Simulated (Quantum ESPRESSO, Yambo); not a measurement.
**Ag₂S: DFT and GW levels**

```
Ag2S
1.0
    4.55435     0.00000     0.00000
    0.00000     7.02112     0.00000
   -4.29816     0.00000     8.29631
S Ag
4 8
Direct
  0.76863   0.28408   0.84507
  0.23137   0.71592   0.15493
  0.23137   0.78408   0.65493
  0.76863   0.21592   0.34507
  0.97547   0.03973   0.73121
  0.02453   0.96027   0.26879
  0.02453   0.53973   0.76879
  0.97547   0.46027   0.23121
  0.30292   0.32373   0.57126
  0.69708   0.67627   0.42874
  0.69708   0.82373   0.92874
  0.30292   0.17627   0.07126
```

The geometry is that of Materials Project entry mp-1102900, symmetrised and not relaxed again.

Starting point: PBEsol (Quantum ESPRESSO, PseudoDojo norm-conserving, 82 Ry, no spin-orbit coupling). G0W0 in Yambo: 4×2×1 Γ-centred k mesh, bands 33 to 328 and a 6 Ry block in the screening, 328 bands in G with the Bruneval-Gonze terminator, plasmon pole fitted at 27.2 eV.

- PBEsol gap along the band path: 1.05 eV
- PBEsol gap between the mesh's edge points (Γ → (-0.5, 0, 0)): 1.20 eV
- G0W0 gap between the same points: 1.98 eV
- PBEsol smallest direct gap on the mesh (at Γ): 1.23 eV
- G0W0 direct gap at that point: 1.85 eV
- smallest G0W0 gap among all computed states (the edges move to other k points): 1.85 eV

```
k point          band  E PBEsol (eV)  E QP (eV)  shift (eV)     Z
---------------  ----  -------------  ---------  ----------  ----
Γ                  VB           0.00      -0.39       -0.39  0.79
Γ                  CB           1.23       1.46        0.23  0.79
(0, -0.5, 0)       VB          -0.18      -0.58       -0.40  0.79
(0, -0.5, 0)       CB           1.82       2.08        0.26  0.80
(-0.5, 0, 0)       VB          -0.08      -0.49       -0.41  0.78
(-0.5, 0, 0)       CB           1.20       1.59        0.39  0.81
(-0.5, -0.5, 0)    VB          -0.14      -0.53       -0.39  0.79
(-0.5, -0.5, 0)    CB           1.38       1.66        0.28  0.81
```

Energies count from the PBEsol valence-band maximum.

Nearest settings tried, and what they do to the gap: 232 bands in G: +9 meV; 232 bands in W, 232 bands in G: +74 meV; 3 Ry block (163 vectors against 447): +8 meV. Not varied: mesh. So the settings aren't converged at that level. The k mesh is coarse.

Spin-orbit splittings are left out.
